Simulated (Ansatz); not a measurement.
Ir:
```xyz
1
Lattice="0.0000 1.9351 1.9351 1.9351 0.0000 1.9351 1.9351 1.9351 0.0000" Properties=species:S:1:pos:R:3 pbc="T T T"
Ir     0.0000     0.0000     0.0000
```

Relaxed with PBE. Special points in fractions of this cell's reciprocal vectors: Γ (0.000, 0.000, 0.000); X (0.500, 0.000, 0.500); U (0.625, 0.250, 0.625); K (0.375, 0.375, 0.750); L (0.500, 0.500, 0.500); W (0.500, 0.250, 0.750).

Question: List the band energies nearest the Fermi level at these points for PBE with spin–orbit coupling in the plane-wave PAW code Ansatz.

Answer: In eV from the Fermi level; about four levels below and three above (degenerate sets whole), none deeper than 8.9 eV; … stands for higher levels left out; points with the same levels are listed once.

| k | below | above |
|---|---|---|
| Γ | -1.07 -1.07 -1.07 -1.07 | … |
| X | -7.74 -7.74 -7.19 -7.19 | 0.63 0.63 1.05 1.05 |
| U | -2.98 -2.98 -0.91 -0.91 | 0.63 0.63 6.00 6.00 |
| L | -3.51 -3.51 -0.93 -0.93 | 0.56 0.56 1.15 1.15 |
| W | -4.83 -4.83 -1.72 -1.72 | 1.41 1.41 7.85 7.85 |

Space group Fm-3m (fcc (Cu type)). Symmetry was held in the PBE relaxation. The run is not spin-polarised.

Potentials: the earlier of the program's two PAW sets.
